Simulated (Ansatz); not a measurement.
What DFT gives for TiZn3

```
Zn Ti
1.0
     3.89304    0.00000    0.00000
     0.00000    3.89304    0.00000
     0.00000    0.00000    3.89304
Zn Ti
3 1
Cartesian
  0.0000 1.9465 1.9465
  1.9465 0.0000 1.9465
  1.9465 1.9465 0.0000
  0.0000 0.0000 0.0000
```

Method: r2SCAN, no spin polarisation; PAW, plane waves to 500 eV, 8×8×8 Γ-centred mesh, fermi-dirac occupations (width 0.0246 eV) (Ansatz 0.2.0), atoms fixed.

(1) What does the stress say?

(2) Describe some of the short contacts.

(3) Metal or insulator?

(4) What is the formation energy?

(5) Which element gives electrons and which takes them?

Origin: a database entry at a rescaled volume.

## Answers

(1) The pressure is -1.2 GPa (compression positive), so with the atoms held at these fractions the cell would first shrink.

(2) Zn–Zn at 2.75 Å: least valence density 0.22 e/Å³ and ELF 0.33 there. Zn–Ti at 2.75 Å: least valence density 0.21 e/Å³ and ELF 0.21 there. Both are smooth PAW fields, read partly inside the augmentation spheres.

(3) It is a metal, with about 3.1 states/eV a cell as the mean within 0.25 eV of the Fermi level.

(4) -0.22 eV an atom against the elements' usual phases (free molecules for gases, crystals otherwise, with no correction for O₂ or N₂), so it is bound against them; other compounds may still compete. Relaxing would lower it.

(5) Bader charges in e: Ti +1.25, Zn -0.42. In the mean Ti gives up most and Zn takes most.
